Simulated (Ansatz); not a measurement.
A generator proposed this cell of Tb₃SiTe.

```yaml
crystal:
  lattice:
    - [4.92700, 0.00000, 0.00000]
    - [0.00000, 4.92700, 0.00000]
    - [0.00000, 0.00000, 5.18968]
  atoms:
    - { symbol: Tb, position: [0.50000, 0.50000, 0.69862] }
    - { symbol: Tb, position: [0.50000, 0.00000, 0.48971] }
    - { symbol: Tb, position: [0.00000, 0.50000, 0.48971] }
    - { symbol: Si, position: [0.50000, 0.50000, 0.18442] }
    - { symbol: Te, position: [0.00000, 0.00000, 0.43018] }
```

Computed with Ansatz 0.2.0, DFT PBE, scalar-relativistic, plane waves, PAW, and for the lanthanide a 4f-in-core norm-conserving potential. Plane waves to 690 eV, a k mesh through Γ of 4×4×4 on the computed 5-atom cell and Gaussian smearing (0.10 eV); no spin polarisation.

Formation energies are uncorrected and refer to the elements' standard structures at the same level.

Question: How far from equilibrium is it?

Answer: The pressure is 37.2 GPa (the mean over three directions, positive in compression), the largest force is 3.08 eV/Å, and the energy is +1.51 eV/atom against the elements. The shortest distance is 2.48 Å.

Question: Is it a good guess?

Answer: A poor one: relaxing gains about 1.9 eV/atom (the start's value is from the coarse mesh, so the gain is rough) in 24 ionic steps and ends at −0.44 eV/atom on the finer mesh. The symmetry stays P4mm (No. 99). The volume per atom grows by 29.5 %, from 25.2 to 32.6 Å³. The shortest distance goes from 2.48 Å (Tb–Te) to 2.73 Å (Tb–Si). Conventional cell: a = 5.379 Å, c = 5.640 Å. Tb on a site of symmetry 4mm is surrounded by 1 Si at 2.73 Å, 1 Si at 2.91 Å, 4 Tb at 3.56 Å and 4 Te at 3.85 Å; Si has 6 Tb at 2.73–2.91 Å; Te is surrounded by 4 Tb at 3.19 Å; 1 more site not described.

The last run used an 8×8×8 mesh for its 5-atom cell and Gaussian smearing of 0.10 eV. These runs have no spin–orbit coupling, which can matter for Te. The reference form of Te is held partly by dispersion forces, which this level lacks. The relaxation can't lower the symmetry of the start, and the grade says only how near the guess is to its own end. Symmetry constrained the relaxation, so the result can be a saddle point.

The lanthanide is trivalent by construction, without f bands, f moments or other valences. The reference runs of the other elements, and any phases without the lanthanide, used 420 eV, which shifts energies against them by under 10 meV/atom. The lanthanide's reference is the lowest of its hcp, dhcp and fcc cells.
